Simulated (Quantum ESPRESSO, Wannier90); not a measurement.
Wannierisation of HgSe (zinc blende)

```
begin unit_cell_cart
ang
    0.0000000000    3.0963250000    3.0963250000
    3.0963250000    0.0000000000    3.0963250000
    3.0963250000    3.0963250000    0.0000000000
end unit_cell_cart
begin atoms_frac
Hg   0.0000000000  0.0000000000  0.0000000000
Se   0.2500000000  0.2500000000  0.2500000000
end atoms_frac
```

Materials Project entry mp-820; symmetrised, unrelaxed at this level. COD (Crystallography Open Database) has an entry of this formula and space group (matched by these alone). Level: PBEsol, spinors with spin-orbit coupling; pw.x of Quantum ESPRESSO at 69 Ry with PseudoDojo potentials, 6×6×6 k-points, Wannier90. Density: 8×8×8 mesh, cold smearing 0.01 Ry. With spin-orbit coupling a semilocal functional can close or falsely invert a small gap; the band order was not checked against a better method.

A tight-binding model is made by disentanglement and projection with no localisation steps (num_iter = 0), so the 26 orbitals stay atom-like: hydrogen-like Hg: s;p;d; Se: s;p, axes along x, y, z; frozen window up to 1.50 eV relative to the Fermi level. It follows pw.x to 1.7 meV rms for states up to 1.0 eV relative to the Fermi level. Matrix elements depend on this choice of orbitals and windows.

Problem. What are the on-site energies relative to the Fermi level, and how fast do the hoppings decay?

Solution. 
| atom | orbitals | energy (eV) |
|---|---|---|
| Hg1 | s↑ s↓ | -1.43 |
| Hg1 | pz↑ pz↓ px↑ px↓ py↑ py↓ | 5.46 |
| Hg1 | dz2↑ dz2↓ dx2-y2↑ dx2-y2↓ | -6.24 |
| Hg1 | dxz↑ dxz↓ dyz↑ dyz↓ dxy↑ dxy↓ | -6.33 |
| Se2 | s↑ s↓ | -11.14 |
| Se2 | pz↑ pz↓ px↑ px↓ py↑ py↓ | -0.26 |

| distance of the centres (Å) | largest modulus (eV) |
|---|---|
| 2–3 | 1.2 |
| 4–5 | 0.33 |
| 5–6 | 0.041 |
| 6–7 | 0.026 |
| 7–8 | 0.014 |
| 8–9 | 0.0072 |
| 9–10 | 0.0069 |

Effective spin-orbit constants λ of λ L·S, from the same-site elements px↑–py↑ (λ/2) and dx2-y2↑–dxy↑ (λ), where they are among the larger elements: Hg1 d 0.74 eV, Hg1 p 0.84 eV.
